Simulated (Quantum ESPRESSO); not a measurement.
Simulation results for SiB$_{3}$P$_{3}$C (made-up cell)

Computed with Quantum ESPRESSO 7.5. Calculation on a made-up crystal cell, not a measurement: periodic Kohn-Sham density functional theory in plane waves with PseudoDojo standard norm-conserving scalar-relativistic pseudopotentials, each functional with its own files (v0.5 for PBE, v0.4.1 for LDA and PBEsol), no spin polarisation, no spin-orbit coupling, atoms not relaxed, stress positive in tension, energies less a fixed whole-eV offset for each atom's element; levels are Kohn-Sham levels at fractions of this cell's reciprocal vectors, counted from the reference band (half the neutral cell's valence electrons, rounded up) at Gamma; error bars cover cutoff and k-mesh only, not smearing or the files; added strain carries the atoms with the cell, and shear is the tensor component; each bar is the largest change over components, and at least 0.002 eV, 0.002 eV per angstrom or 0.02 GPa; energies are for the whole cell, and the offsets were chosen from early runs and are not element reference energies.

Common to all runs: lattice type zincblende/diamond; functional pbe; cutoff 1116 eV; fermi dirac smearing 0.025 eV; scf tolerance 1e-07 eV; electrons removed 0; added strain kind shear xy; k mesh 4 x 4 x 4, shifted by half a step.

(1) SiB$_{3}$P$_{3}$C (made-up cell)

Unstrained structure:
```
cell vectors (Å)
   4.5531    -0.0225     0.0022
  -0.0225     4.4966    -0.0021
   0.0022    -0.0021     4.4367
atoms (fractions of the cell vectors)
B  -0.01515  0.00484 -0.00319
B  -0.00412  0.50059  0.50568
Si  0.50564  0.00550  0.50517
B   0.50931  0.49981 -0.00322
P   0.25845  0.25038  0.25685
P   0.24117  0.74772  0.74284
C   0.74547  0.25178  0.74774
P   0.76120  0.75454  0.25062
```

* added strain: -0.0151
* structure shown: before the added strain of -0.0151
* free energy less offsets: -0.511 eV
* smearing term minus ts: 0 eV
* scf iterations: 11
* pressure: 16.76 GPa
* stress xx: -15.19 GPa
* stress yy: -16.85 GPa
* stress zz: -18.25 GPa
* stress yz: 5.868 GPa
* stress xz: 3.276 GPa
* stress xy: -4.712 GPa
* reference band: 16
* error bar energy: 0.005021 eV
* error bar stress: 0.02 GPa
* error bar force: 0.003796 eV/Å
* error bar next band up: 0.002 eV
* error bars from: tighter rerun of this cell

Atoms:
```
atoms element  atom site  atom energy offset (eV)
            B          1                      -79
            B          2                      -79
           Si          3                     -115
            B          4                      -79
            P          5                     -189
            P          6                     -189
            C          7                     -163
            P          8                     -189
```

Forces:
```
site  x (eV/Å)  y (eV/Å)  z (eV/Å)
   1    0.1332     2.064    -1.925
   2    -1.588    -2.317     0.795
   3     4.892     3.246     3.339
   4    0.9393    -1.276    -1.591
   5    -4.715     3.924    -4.421
   6    -3.216    -3.339     5.045
   7     1.506     1.478     1.524
   8     2.048     -3.78    -2.766
```

Levels:
```
level k point  next band up (eV)
        Gamma             0.7926
(1/2,1/2,1/2)              2.353
   (0.15,0,0)              1.087
   (0,0.15,0)               1.05
   (0,0,0.15)             0.8021
```

(2) SiB$_{3}$P$_{3}$C (made-up cell)

Structure as in entry 1.

* added strain: -0.0123
* structure shown: before the added strain of -0.0123
* free energy less offsets: -0.5249 eV
* smearing term minus ts: 0 eV
* scf iterations: 11
* pressure: 16.69 GPa
* stress xx: -15.07 GPa
* stress yy: -16.72 GPa
* stress zz: -18.26 GPa
* stress yz: 5.845 GPa
* stress xz: 3.189 GPa
* stress xy: -3.432 GPa
* reference band: 16
* error bar energy: 0.005021 eV
* error bar stress: 0.02 GPa
* error bar force: 0.003796 eV/Å
* error bar next band up: 0.002 eV
* error bars from: tighter rerun of a related cell

Atoms:
```
atoms element  atom site  atom energy offset (eV)
            B          1                      -79
            B          2                      -79
           Si          3                     -115
            B          4                      -79
            P          5                     -189
            P          6                     -189
            C          7                     -163
            P          8                     -189
```

Forces:
```
site  x (eV/Å)  y (eV/Å)  z (eV/Å)
   1    0.1067     2.063      -1.9
   2    -1.554    -2.294    0.8286
   3     4.857     3.192     3.543
   4    0.9544    -1.287    -1.572
   5    -4.765     3.978    -4.512
   6    -3.171    -3.299     4.942
   7      1.48     1.453     1.533
   8     2.091    -3.806    -2.862
```

Levels:
```
level k point  next band up (eV)
        Gamma             0.8145
(1/2,1/2,1/2)               2.36
   (0.15,0,0)              1.087
   (0,0.15,0)              1.049
   (0,0,0.15)             0.8195
```

(3) SiB$_{3}$P$_{3}$C (made-up cell)

Structure as in entry 1.

- added strain: 0.0021
- structure shown: before the added strain of 0.0021
- free energy less offsets: -0.529 eV
- smearing term minus ts: 0 eV
- scf iterations: 11
- pressure: 16.55 GPa
- stress xx: -14.79 GPa
- stress yy: -16.39 GPa
- stress zz: -18.48 GPa
- stress yz: 5.722 GPa
- stress xz: 2.763 GPa
- stress xy: 3.13 GPa
- reference band: 16
- error bar energy: 0.005021 eV
- error bar stress: 0.02 GPa
- error bar force: 0.003796 eV/Å
- error bar next band up: 0.002 eV
- error bars from: tighter rerun of a related cell

Atoms:
```
atoms element  atom site  atom energy offset (eV)
            B          1                      -79
            B          2                      -79
           Si          3                     -115
            B          4                      -79
            P          5                     -189
            P          6                     -189
            C          7                     -163
            P          8                     -189
```

Forces:
```
site  x (eV/Å)  y (eV/Å)  z (eV/Å)
   1  -0.03267     2.063    -1.776
   2    -1.384    -2.175     1.004
   3     4.679     2.926     4.597
   4     1.034     -1.35     -1.48
   5    -5.024     4.258    -4.991
   6    -2.949    -3.096      4.43
   7     1.352     1.322     1.585
   8     2.325    -3.949     -3.37
```

Levels:
```
level k point  next band up (eV)
        Gamma             0.8909
(1/2,1/2,1/2)               2.38
   (0.15,0,0)              1.067
   (0,0.15,0)              1.034
   (0,0,0.15)             0.8837
```

(4) SiB$_{3}$P$_{3}$C (made-up cell)

Structure as in entry 1.

* added strain: 0.0117
* structure shown: before the added strain of 0.0117
* free energy less offsets: -0.4686 eV
* smearing term minus ts: 0 eV
* scf iterations: 11
* pressure: 16.71 GPa
* stress xx: -14.9 GPa
* stress yy: -16.43 GPa
* stress zz: -18.79 GPa
* stress yz: 5.651 GPa
* stress xz: 2.489 GPa
* stress xy: 7.503 GPa
* reference band: 16
* error bar energy: 0.005021 eV
* error bar stress: 0.02 GPa
* error bar force: 0.003796 eV/Å
* error bar next band up: 0.002 eV
* error bars from: tighter rerun of a related cell

Atoms:
```
atoms element  atom site  atom energy offset (eV)
            B          1                      -79
            B          2                      -79
           Si          3                     -115
            B          4                      -79
            P          5                     -189
            P          6                     -189
            C          7                     -163
            P          8                     -189
```

Forces:
```
site  x (eV/Å)  y (eV/Å)  z (eV/Å)
   1   -0.1274     2.071      -1.7
   2    -1.275      -2.1     1.124
   3     4.567     2.758     5.309
   4     1.088    -1.396    -1.425
   5    -5.201     4.451    -5.322
   6    -2.807    -2.969     4.104
   7     1.268     1.238     1.627
   8     2.487    -4.053    -3.718
```

Levels:
```
level k point  next band up (eV)
        Gamma             0.8884
(1/2,1/2,1/2)              2.377
   (0.15,0,0)              1.038
   (0,0.15,0)              1.016
   (0,0,0.15)             0.8896
```

(5) SiB$_{3}$P$_{3}$C (made-up cell)

Structure as in entry 1.

- added strain: 0.0147
- structure shown: before the added strain of 0.0147
- free energy less offsets: -0.4411 eV
- smearing term minus ts: 0 eV
- scf iterations: 11
- pressure: 16.78 GPa
- stress xx: -14.96 GPa
- stress yy: -16.48 GPa
- stress zz: -18.9 GPa
- stress yz: 5.624 GPa
- stress xz: 2.391 GPa
- stress xy: 8.87 GPa
- reference band: 16
- error bar energy: 0.005021 eV
- error bar stress: 0.02 GPa
- error bar force: 0.003796 eV/Å
- error bar next band up: 0.002 eV
- error bars from: tighter rerun of a related cell

Atoms:
```
atoms element  atom site  atom energy offset (eV)
            B          1                      -79
            B          2                      -79
           Si          3                     -115
            B          4                      -79
            P          5                     -189
            P          6                     -189
            C          7                     -163
            P          8                     -189
```

Forces:
```
site  x (eV/Å)  y (eV/Å)  z (eV/Å)
   1   -0.1573     2.073    -1.677
   2    -1.244    -2.077     1.161
   3     4.532     2.698     5.536
   4     1.106     -1.41    -1.408
   5    -5.259     4.512    -5.429
   6    -2.759    -2.925     4.002
   7     1.243     1.213     1.642
   8     2.538    -4.084    -3.826
```

Levels:
```
level k point  next band up (eV)
        Gamma             0.8801
(1/2,1/2,1/2)              2.373
   (0.15,0,0)              1.027
   (0,0.15,0)              1.009
   (0,0,0.15)             0.8834
```
